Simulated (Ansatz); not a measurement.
**SrTiO$_{3}$: from a starting cell to a relaxed one**

The start is a generated cell, SrTiO3 placed in the cubic-perovskite structure type. A full variable-cell relaxation at zero pressure is run with r2SCAN (plane waves to 500 eV, PAW, scalar-relativistic; Ansatz, an electronic-structure program). The first steps use a coarse 6×6×6 k-mesh.

Starting cell:
```yaml
crystal:
  lattice:
    - [3.86579, 0.00000, 0.00000]
    - [0.00000, 3.86579, 0.00000]
    - [0.00000, 0.00000, 3.86579]
  atoms:
    - { symbol: Sr, position: [0.00000, 0.00000, 0.00000] }
    - { symbol: Ti, position: [0.50000, 0.50000, 0.50000] }
    - { symbol: O, position: [0.00000, 0.50000, 0.50000] }
    - { symbol: O, position: [0.50000, 0.50000, 0.00000] }
    - { symbol: O, position: [0.50000, 0.00000, 0.50000] }
```

Question: How does the volume change?

Answer: +3.2 %, from 11.55 to 11.93 Å³/atom.

Question: What band gap does the relaxed structure have at this level?

Answer: 2.26 eV, indirect (valence top at R, conduction bottom at Γ) (no spin-orbit coupling).

The space group stays Pm-3m (No. 221) (the run could not lower it); the end is cubic perovskite type, with 5 atoms in the primitive cell. Final values are on a 9×9×9 k-mesh of the relaxed cell. No spin polarisation in the result.

The run could not lose the symmetry of its start.

All atoms sit on sites fixed by symmetry, so only the cell could relax.
